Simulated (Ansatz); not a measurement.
**Squeezing Cu (fcc type)**

```yaml
crystal:
  lattice:
    - [0.00000, 1.75933, 1.75933]
    - [1.75933, 0.00000, 1.75933]
    - [1.75933, 1.75933, 0.00000]
  atoms:
    - { symbol: Cu, position: [0.00000, 0.00000, 0.00000] }
```

The cell comes from a relaxation on PAW files under the same functional.

Its volume is scaled at fixed shape and fractional positions.

Level of theory: DFT with LDA, scalar-relativistic, in Ansatz 0.2.0; a Γ-centred 18×18×18 k mesh, Fermi–Dirac smearing of 0.05 eV, no spin polarisation. LAPW: all electrons, basis error target 1 meV/atom; PAW: frozen-core files, cutoff 420 eV; crystal datasets: all electrons, by PAW datasets that the program makes for each cell; norm-conserving: pseudopotentials, cutoff 1252 eV; PAW (core large): files with a larger core, cutoff 420 eV.

Energies are extrapolated to zero smearing and count from the unscaled cell; pressure is positive in compression; gaps take the mesh and a band path. No temperature or zero-point motion is included.

The PAW files were made under PBE.

```csv
V/V0,V (Å³/atom),P LAPW (GPa),ΔE LAPW (eV/atom),P PAW − LAPW (GPa),ΔE PAW − LAPW (meV/atom)
1.00,10.89,-0.03,0.000,0.04,0.0
0.94,10.24,13.54,0.026,0.03,0.2
0.88,9.58,33.0,0.118,0.00,0.2
0.80,8.71,73.0,0.397,-0.09,0.0
0.72,7.84,139.2,0.959,-0.28,-0.9
0.64,6.97,?,?,?,?
0.55,5.99,485.6,4.170,-1.30,-8.9
0.45,4.90,1043,9.101,-5.50,-25.8
```

(1) Fit the Vinet equation to the LAPW pressures shown (residuals weighted by 1/(|P| + 0.03·Pmax)), and predict the pressure of the withheld row.

(2) From the table, what is the rise of the enthalpy H = E + pV up to the last row, and how stiff is the crystal between the last two rows?

(3) At the smallest volume, how far do crystal datasets and norm-conserving and PAW (core large) lie from LAPW in pressure?

(4) How do the Löwdin populations by LAPW change from the unscaled cell to the last row?

## Answers

(1) The fit gives V0 = 10.90 Å³/atom, B0 = 179 GPa and B0′ = 5.49. At 6.97 Å³/atom, x = (V/V0)^(1/3) = 0.8615, and P = 3·B0·(1 − x)/x²·exp[1.5·(B0′ − 1)·(1 − x)] = 254.7 GPa. The run itself gave 251.8 GPa (+1.1 % off) and ΔE = 1.994 eV/atom.

(2) ΔH = 9.101 eV + (1043 GPa × 4.90 Å³ + 0.03 GPa × 10.89 Å³) × 0.006242 eV/(GPa·Å³) = 41.00 eV/atom, of which pV makes 78 %. The mean bulk modulus there is −ΔP/Δln V = 2780 GPa.

(3) crystal datasets: 0.00 GPa; norm-conserving: +4.75 GPa; PAW (core large): -5.50 GPa, on a LAPW pressure of 1043 GPa.

(4) Cu 3s 1.99 → 1.95, Cu 3d 9.79 → 9.83 electrons an atom. These are projections on the shells that the free atoms fill; 0.16 e a cell lies outside them at the start and 0.16 e at the end.
